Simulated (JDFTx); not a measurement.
WC(0001) slab cut from bulk WC (space group P-6m2, indices of the conventional cell, lattice of the Materials Project entry mp-1894, not re-optimised): 5 atoms in 5 planes, a 1x1 cell of 7.37 Å² (|a| = 2.917, |b| = 2.917 Å), 5.6 Å between the outermost planes, W outermost, slab composition W3C2, cell height 21.7 Å, 8×8×1 k mesh, Fermi smearing 0.01 Ha, no spin polarisation. Whether this polymorph is the ambient one wasn't checked.

Computed with a modified build of JDFTx: PBE, GBRV ultrasoft potentials, plane waves to 20/100 Ha. Liquid: CANDLE, water, 1 M NaCl. The neutral cell holds 50 valence electrons and has two faces of 7.367 Å² each. Last filling lines of the neutral and of a charged run (μ in hartree, zero in the bulk liquid):

```
FillingsUpdate:  mu: -0.165052438  nElectrons: 50.000000
FillingsUpdate:  mu: -0.183379000  nElectrons: 49.931391
```

Worked example: both potentials, by the convention U = −μ/e − 4.44 V vs SHE, the surface charge density and the mean capacitance.

U_pzc = 0.16505 × 27.2114 − 4.44 = 0.05 V; U = 0.18338 × 27.2114 − 4.44 = 0.55 V. The cell has -0.0686 excess electrons, a net charge of 0.0686 e, shared by two faces: σ = 0.0686 e / (2 × 7.367 Å²) = 0.00466 e/Å² = 7.5 μC/cm² (1 e/Å² = 1602.18 μC/cm²). C = σ/(U − U_pzc) = 7.5/0.50 ≈ 15 μF/cm².
